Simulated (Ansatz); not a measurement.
This is a relaxation of cell and atoms with Ansatz on BaGe₂O₃ placed in the structure of MnCd2Te3 (space group No. 156); the level of theory is r2SCAN+rVV10. It starts from the PBEsol minimum.

```yaml
crystal:
  lattice:
    - [4.0269844181, -3.3e-09, 0.0]
    - [-2.0134922062, 3.4874708083, 0.0]
    - [0.0, 0.0, 7.3322737803]
  atoms:
    - { symbol: Ba, position: [0.3333333333, 0.6666666667, 0.6635961999] }
    - { symbol: Ge, position: [0.0, 0.0, 1.0136375991] }
    - { symbol: Ge, position: [0.6666666667, 0.3333333333, 0.2756031952] }
    - { symbol: O, position: [0.0, 0.0, 0.266557828] }
    - { symbol: O, position: [0.6666666667, 0.3333333333, 0.5250090738] }
    - { symbol: O, position: [0.3333333333, 0.6666666667, 1.0055961039] }
kpoints:
  mp_grid: { grid: [6, 6, 4] }
hamiltonian:
  xc: r2scan
  dispersion: rvv10
scf:
  occupations: { method: fermi_dirac, width: 0.03 }
relax:
  f_tol: 0.01
  cell: {}
  max_steps: 120
output:
  write_density: true
  write_potential: true
  elf: true
  volumetric_format: npy
```

The trajectory has 8 recorded frames, each with fractional positions and then forces in eV/Å along x, y and z. Some frames, the last among them, repeat a geometry solved again on a basis re-selected at its cell; pressure is positive in compression.

Step 1: energy 0.0 meV/atom from step 1, largest force component 0.528 eV/Å, pressure +0.20 GPa; a = 4.027 Å, b = 4.027 Å, c = 7.332 Å, α = 90.00°, β = 90.00°, γ = 120.00°
```
Ba 0.3333 0.6667 0.6636     0.000   0.000  -0.007
Ge 0.0000 0.0000 0.0136     0.000   0.000   0.160
Ge 0.6667 0.3333 0.2756     0.000   0.000   0.414
O  0.0000 0.0000 0.2666     0.000   0.000  -0.206
O  0.6667 0.3333 0.5250     0.000   0.000  -0.528
O  0.3333 0.6667 0.0056     0.000   0.000   0.167
```

Step 2: energy -0.5 meV/atom from step 1, largest force component 0.313 eV/Å, pressure -1.06 GPa; a = 4.045 Å, b = 4.045 Å, c = 7.365 Å, α = 90.00°, β = 90.00°, γ = 120.00°
```
Ba 0.3333 0.6667 0.6651     0.000   0.000  -0.041
Ge 0.0000 0.0000 0.0144     0.000   0.000   0.309
Ge 0.6667 0.3333 0.2732     0.000   0.000   0.313
O  0.0000 0.0000 0.2654     0.000   0.000  -0.268
O  0.6667 0.3333 0.5200     0.000   0.000  -0.105
O  0.3333 0.6667 0.0119     0.000   0.000  -0.207
```

Step 3: energy -2.3 meV/atom from step 1, largest force component 0.109 eV/Å, pressure -0.13 GPa; a = 4.050 Å, b = 4.050 Å, c = 7.311 Å, α = 90.00°, β = 90.00°, γ = 120.00°
```
Ba 0.3333 0.6667 0.6625     0.000   0.000   0.109
Ge 0.0000 0.0000 0.0148     0.000   0.000   0.038
Ge 0.6667 0.3333 0.2753     0.000   0.000   0.006
O  0.0000 0.0000 0.2661     0.000   0.000  -0.035
O  0.6667 0.3333 0.5221     0.000   0.000  -0.054
O  0.3333 0.6667 0.0092     0.000   0.000  -0.063
```

Step 4: energy -2.7 meV/atom from step 1, largest force component 0.043 eV/Å, pressure +0.18 GPa; a = 4.058 Å, b = 4.058 Å, c = 7.261 Å, α = 90.00°, β = 90.00°, γ = 120.00°
```
Ba 0.3333 0.6667 0.6628     0.000   0.000   0.017
Ge 0.0000 0.0000 0.0142     0.000   0.000   0.043
Ge 0.6667 0.3333 0.2749     0.000   0.000  -0.016
O  0.0000 0.0000 0.2664     0.000   0.000   0.003
O  0.6667 0.3333 0.5226     0.000   0.000  -0.039
O  0.3333 0.6667 0.0091     0.000   0.000  -0.009
```

Step 5: energy -2.8 meV/atom from step 1, largest force component 0.033 eV/Å, pressure +0.07 GPa; a = 4.070 Å, b = 4.070 Å, c = 7.239 Å, α = 90.00°, β = 90.00°, γ = 120.00°
```
Ba 0.3333 0.6667 0.6624     0.000   0.000   0.002
Ge 0.0000 0.0000 0.0148     0.000   0.000  -0.033
Ge 0.6667 0.3333 0.2744     0.000   0.000  -0.014
O  0.0000 0.0000 0.2670     0.000   0.000   0.031
O  0.6667 0.3333 0.5225     0.000   0.000  -0.005
O  0.3333 0.6667 0.0090     0.000   0.000   0.018
```

Step 6: energy -2.9 meV/atom from step 1, largest force component 0.012 eV/Å, pressure -0.01 GPa; a = 4.073 Å, b = 4.073 Å, c = 7.234 Å, α = 90.00°, β = 90.00°, γ = 120.00°
```
Ba 0.3333 0.6667 0.6623     0.000   0.000  -0.008
Ge 0.0000 0.0000 0.0147     0.000   0.000   0.004
Ge 0.6667 0.3333 0.2742     0.000   0.000  -0.012
O  0.0000 0.0000 0.2672     0.000   0.000   0.002
O  0.6667 0.3333 0.5224     0.000   0.000   0.008
O  0.3333 0.6667 0.0092     0.000   0.000   0.006
```

Step 7: energy -2.9 meV/atom from step 1, largest force component 0.008 eV/Å, pressure +0.01 GPa; a = 4.073 Å, b = 4.073 Å, c = 7.232 Å, α = 90.00°, β = 90.00°, γ = 120.00°
```
Ba 0.3333 0.6667 0.6622     0.000   0.000  -0.003
Ge 0.0000 0.0000 0.0147     0.000   0.000  -0.008
Ge 0.6667 0.3333 0.2740     0.000   0.000   0.004
O  0.0000 0.0000 0.2673     0.000   0.000   0.008
O  0.6667 0.3333 0.5223     0.000   0.000  -0.002
O  0.3333 0.6667 0.0094     0.000   0.000   0.002
```

Step 8: energy -2.9 meV/atom from step 1, largest force component 0.008 eV/Å, pressure +0.01 GPa; a = 4.073 Å, b = 4.073 Å, c = 7.232 Å, α = 90.00°, β = 90.00°, γ = 120.00°
```
Ba 0.3333 0.6667 0.6622     0.000   0.000  -0.003
Ge 0.0000 0.0000 0.0147     0.000   0.000  -0.008
Ge 0.6667 0.3333 0.2740     0.000   0.000   0.004
O  0.0000 0.0000 0.2673     0.000   0.000   0.008
O  0.6667 0.3333 0.5223     0.000   0.000  -0.002
O  0.3333 0.6667 0.0094     0.000   0.000   0.002
```

The walk took 7 steps, besides SCFs solved again on a fresh basis, and changed the volume by +0.9 %. The last SCF, on a fresh basis, lies 2.9 meV an atom below the first. At the end: the symmetry is P3m1 (No. 156, trigonal); conventional cell a = 4.073 Å, c = 7.232 Å, 17.31 Å³ an atom. Around Ba lie 4 O at 2.51–2.56 Å; around Ge lie 4 O at 1.83–2.35 Å; around Ge lie 4 O at 1.80–2.35 Å; around O lie 4 Ge at 1.83–2.35 Å; around O lie 1 Ge at 1.80 Å and 3 Ba at 2.56 Å; around O lie 3 Ge at 2.35 Å and 1 Ba at 2.51 Å.

Run as `ansatz run input.yaml --threads 2 --pin off --max-ram 2211MiB --backend cpu --events-out ev --progress --plain --runs-dir out`.

Question: It ran on 2 threads of Arm Neoverse V2 (shared host), load about 0.3 per core. About how long did it take, and what peak of host memory did it reach?

Answer: About 110 s, with a peak of 0.72 GiB.

No spin polarisation. The prototype was imposed, so other structures may be more stable.
